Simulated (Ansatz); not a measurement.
Computed with Ansatz, DFT PBE, scalar-relativistic, plane waves, PAW, and for the lanthanide a 4f-in-core norm-conserving potential. Cutoff 690 eV, Γ-centred meshes of about 0.25 Å⁻¹ or finer for metals and 0.3 Å⁻¹ for insulators (2π included), Gaussian smearing. No spin polarisation.

Relaxed structures of Tb3YPb, with energies over the first row. Coordination counts all near atoms (those within 1.25 times the shortest distance at each site; a plus sign parts nearer from farther groups; a slash parts the counts of unlike sites).

```csv
#,form,sites,V (Å³/atom),coordination,ΔE (meV/atom)
1,P4mm,"Tb 2c, 1a; Y 1b; Pb 1a",33.0,"Tb 1+4/6+2, Y 4+8, Pb 9",0
2,P3m1,"Tb 1a, 1b, 1c; Y 1b; Pb 1c",32.6,"Tb 8/3+6/11, Y 11, Pb 11",32
```

A further structure, relaxed alike:

```
Tb Y Pb
1.0
     4.89478    0.00000    0.00000
     0.00000    4.89478    0.00000
     0.00000    0.00000    7.09016
Tb Y Pb
3 1 1
Direct
  0.50000 0.50000 0.15381
  0.00000 0.50000 0.45816
  0.50000 0.00000 0.45816
  0.00000 0.00000 0.02713
  0.50000 0.50000 0.74465
```

Task: Place it among the others.

Result: It is the highest, 68 meV/atom above row 1, with space group P4mm (No. 99) and 34.0 Å³/atom. Counting all near atoms, this cell has Tb 1+8/8+2, Y 12, Pb 5 and row 1 has Tb 1+4/6+2, Y 4+8, Pb 9. Tb on a site of symmetry 4mm has 1 Pb at 2.90 Å, 4 Tb at 3.26 Å and 4 Y at 3.58 Å; Tb on a site of symmetry 2mm is surrounded by 2 Pb at 3.18 Å, 2 Tb at 3.26 Å, 4 Tb at 3.46 Å and 2 Y at 3.92 Å; Y is surrounded by 4 Tb at 3.58 Å, 4 Tb at 3.92 Å and 4 Pb at 4.00 Å; Pb has 1 Tb at 2.90 Å, 4 Tb at 3.18 Å and 4 Y at 4.00 Å.

Even the lowest cell shown lies +0.04 eV/atom against the elements' standard structures at this level. Spin–orbit coupling, which can matter for Pb, is left out. Row 1 has imaginary phonons (to 54i cm⁻¹ on its k mesh, which matters in a metal), so it may be a saddle point. Other cells relaxed within their symmetry can be saddle points. Some structure types and database cells were kept out of the candidates from the start, so a known form may be missing.

The lanthanide is trivalent by construction, without f bands, f moments or other valences. The reference runs of the other elements, and any phases without the lanthanide, used 420 eV, which shifts energies against them by under 10 meV/atom. The lanthanide's reference is the lowest of its hcp, dhcp and fcc cells.
